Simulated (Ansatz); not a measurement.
The relaxed structure here is a generated cell of P: the first start was made by placing the elements on the sites of a structure type, and the end was not matched to a known phase here, so it may be hypothetical. Known forms of P include space group No. 64.

A relaxed cell of P (I4/mmm (No. 139)), relaxed on a k-mesh at least as fine as the one used below. Computed with PBEsol (plane waves to 420 eV, PAW, scalar-relativistic; Ansatz, an electronic-structure program). Γ-centred k-mesh 13×13×13 on the run's cell (coarser than for final values), Fermi–Dirac smearing 0.05 eV.

```xyz
2
Lattice="-1.7186 1.7186 2.4310 1.7186 -1.7186 2.4310 1.7186 1.7186 -2.4310" Properties=species:S:1:pos:R:3 pbc="T T T"
P      1.7186     1.7186     1.1482
P      0.0000     0.0000     1.2827
```

The atoms are displaced along an unstable phonon of this cell by (Å):

```json
[
 {"atom": "P1", "ux": "0.000", "uy": "-0.150", "uz": "0.000"},
 {"atom": "P2", "ux": "0.000", "uy": "0.150", "uz": "0.000"}
]
```

### Question
What forces (eV/Å) and pressure result?

### Answer
```
atom    Fx     Fy     Fz
----  ----  -----  -----
P1    0.00   0.78   0.17
P2    0.00  -0.78  -0.17
```

Pressure +6.4 GPa.

The undisplaced cell is probably no minimum: from this displacement the run went on to R-3m (No. 166), 0.01 eV/atom below it.

No spin polarisation in the result.
